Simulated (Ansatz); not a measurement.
Input:

CdS:
Space group F-43m (No. 216); a = 5.927 Å, b = 5.927 Å, c = 5.927 Å, α = 90.00°, β = 90.00°, γ = 90.00°

```
atom  site  symmetry       x       y       z
----  ----  --------  ------  ------  ------
S       4c      -43m  0.2500  0.2500  0.2500
Cd      4a      -43m  0.0000  0.0000  0.0000
```
(The calculation used a cell of 2 atoms; values per cell refer to that cell.)

This is the PBE-relaxed structure.

Q: All from plane-wave PAW PBE (Ansatz code), unless another level is named. Predict the static dielectric constant ε0 (ions relaxed, cell fixed).

A: 10.3.

Q: And the largest static χ(2) component?

A: 58 pm/V.

Q: Give the electronic dielectric constant ε∞ (DFPT).

A: 6.24.

The cell was relaxed with PBE under the symmetry of its start; phonons on a q-mesh show no instability. Scalar-relativistic: spin–orbit coupling is off unless named, which matters more the heavier the elements.

Potentials: the later of the program's two PAW sets.
